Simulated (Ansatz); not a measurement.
The relaxed structure here is a generated cell of Mn: the first start was made by a random draw of sites in a space group, and the end was not matched to a known phase here, so it may be hypothetical.

The end point of a relaxation of Mn. Space group Pm-3m (No. 221), simple cubic type. The numbers are results of r2SCAN (plane waves to 500 eV, PAW, scalar-relativistic; Ansatz, a program for electronic structure), not measurements.

```cif
data_Mn
_chemical_formula_sum 'Mn1'
_space_group_name_H-M_alt 'Pm-3m'
_space_group_IT_number 221
_space_group_name_Hall '-P 4 2 3'
_cell_length_a 2.66015
_cell_length_b 2.66015
_cell_length_c 2.66015
_cell_angle_alpha 90.000
_cell_angle_beta 90.000
_cell_angle_gamma 90.000
loop_
_atom_site_label
_atom_site_type_symbol
_atom_site_symmetry_multiplicity
_atom_site_Wyckoff_symbol
_atom_site_fract_x
_atom_site_fract_y
_atom_site_fract_z
_atom_site_occupancy
Mn1 Mn 1 a 0.00000 0.00000 0.00000 1
```

Predict the magnetic moment from r2SCAN.

Net 4.23 μB/atom, ferromagnetic.

Spin state reached: ferromagnetic (net 4.23 μB/atom), from parallel starting moments; other spin orders were not run from this start. r2SCAN tends to overstate moments in metals.

The run could not lose the symmetry of its start: the end is stationary, and may be a saddle point rather than a minimum.
